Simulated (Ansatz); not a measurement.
Fields on a plane of PbF2 (fluorite)

```
CELL_PARAMETERS angstrom
      0.00000     2.96064     2.96064
      2.96064     0.00000     2.96064
      2.96064     2.96064     0.00000
ATOMIC_POSITIONS crystal
  Pb 0.00000 0.00000 0.00000
  F  0.75000 0.75000 0.75000
  F  0.25000 0.25000 0.25000
```

The slice is a {100} plane (indices of the conventional cell) through the point (0.250, 0.250, 0.250) (fractional), spanned by u = [100] and v = [0 1 -1] in vectors of this cell: u (4.19 Å) and v (4.19 Å, at 90° to u). It covers one period; positions are fractions (u, v).

Atoms on it: F at (0.50, 0.50); F at (0.00, 0.00).

These are r2SCAN (plane waves to 500 eV, PAW, scalar-relativistic; Ansatz, a program for electronic structure) values and carry that method's errors. k mesh 10×10×10. These are valence fields of a PAW run, semicore shells included where kept as valence: close to a nucleus they are smooth pseudo fields. PbF2 was relaxed with its symmetry unable to fall. Spin-orbit coupling is left out, though Pb is heavy.

| v \ u | 0.00 | 0.10 | 0.20 | 0.30 | 0.40 | 0.50 | 0.60 | 0.70 | 0.80 | 0.90 |
|---|---|---|---|---|---|---|---|---|---|---|
| 0.90 | 0.7 | 0.3 | -0.5 | -1.1 | -1.2 | -1.1 | -1.2 | -1.1 | -0.5 | 0.3 |
| 0.75 | -0.7 | -0.8 | -1.1 | -1.1 | -0.8 | -0.7 | -0.8 | -1.1 | -1.1 | -0.8 |
| 0.60 | -1.1 | -1.2 | -1.1 | -0.5 | 0.3 | 0.7 | 0.3 | -0.5 | -1.1 | -1.2 |
| 0.45 | -1.1 | -1.1 | -1.0 | -0.3 | 0.6 | 1.1 | 0.6 | -0.3 | -1.0 | -1.1 |
| 0.30 | -1.0 | -1.1 | -1.2 | -0.9 | -0.5 | -0.2 | -0.5 | -0.9 | -1.2 | -1.1 |
| 0.15 | 0.2 | -0.1 | -0.7 | -1.2 | -1.2 | -1.1 | -1.2 | -1.2 | -0.7 | -0.1 |
| 0.00 | 1.1 | 0.7 | -0.2 | -1.0 | -1.1 | -1.1 | -1.1 | -1.0 | -0.2 | 0.7 |

Values: log₁₀ of the valence density in e/Å³. The scale is logarithmic, as a density can span decades between atoms and voids.

```
|xxxxxx@@##--      ......      --##@@xxxx|
|xxxx@@@@**::                  ::**@@@@xx|
|@@@@@@##==..                  ..==##@@@@|
|%%##**==..                      ..==**##|
|----::..      ..::------::..      ..::--|
|            ..==**##%%##**==..          |
|          ..==##@@@@@@@@@@##==..        |
|          ::**@@@@xxxxxx@@@@**::        |
|....      --##@@xxxxxxxxxx@@##--      ..|
|::..      --%%@@xxxxxxxxxx@@%%--      ..|
|....      --##@@xxxxxxxxxx@@##--      ..|
|          ::**@@@@xxxxxx@@@@**::        |
|          ..==##@@@@@@@@@@##==..        |
|            ..==**##%%##**==..          |
|----::..      ..::------::..      ..::--|
|%%##**==..                      ..==**##|
|@@@@@@##==..                  ..==##@@@@|
|xxxx@@@@**::                  ::**@@@@xx|
|xxxxxx@@##--      ......      --##@@xxxx|
|xxxxxx@@%%--      ..::..      --%%@@xxxx|
```
Scale: ten equal steps from 0.02 (start of ' ') to 0.81 (end of '@'), in the order ' .:-=+*#%@'. Values: electron localisation function (ELF). The map has 20 points along u (two characters each, u = 0 at the left) and 20 along v (v = 0 in the bottom row). Points within 0.5 Å of a nucleus are blanked (x), as the pseudised field means little there.
